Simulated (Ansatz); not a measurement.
Starting cell, Te (trigonal-Te type, space group P3_121):

```yaml
crystal:
  lattice:
    - [4.52090, 0.00000, 0.00000]
    - [-2.26045, 3.91521, 0.00000]
    - [0.00000, 0.00000, 5.95427]
  atoms:
    - { symbol: Te, position: [0.26811, 0.00000, 0.33333] }
    - { symbol: Te, position: [0.00000, 0.26811, 0.66667] }
    - { symbol: Te, position: [0.73189, 0.73189, 0.00000] }
```

Two-dimensional scan of atom 1 (Te, nearest neighbour Te at 2.889 Å; its periodic images, 4.5 Å or more away, move with it): u runs along (0.707, 0.707, 0.000), v along (0.000, 0.000, 1.000) (Cartesian). Cell and other atoms are fixed.

Level of theory: PBE (plane waves to 420 eV, PAW, scalar-relativistic; Ansatz, a quantum-chemistry and plane-wave program). k mesh 7×7×5 (Γ-centred), Fermi-Dirac smearing 0.05 eV. The energy includes the smearing's −TS. As the smearing reaches across the gap at some points, energies and forces of such displacements shift with the k mesh and the smearing. Spin-orbit coupling is left out, though Te is heavy. Te was relaxed with its symmetry unable to fall. The zero of ΔE is the undisplaced structure. Axes are in Å.

Problem. What ΔE (eV/cell) does the calculation give at all points of the grid u = -0.430, -0.215, 0.000, 0.215, 0.430 by v = -0.430, -0.215, 0.000, 0.215, 0.430?

Solution. ΔE (eV/cell), with u across and v down:

```tsv
v \ u	-0.430	-0.215	0.000	0.215	0.430
-0.430	1.812	0.855	0.443	0.379	0.494
-0.215	0.776	0.290	0.112	0.137	0.263
0.000	0.322	0.071	0.000	0.051	0.159
0.215	0.325	0.166	0.112	0.133	0.197
0.430	0.710	0.551	0.443	0.396	0.410
```

(A displaced cell: forces are minus the slopes of the energy, force constants its curvatures, and phonons follow from these.)
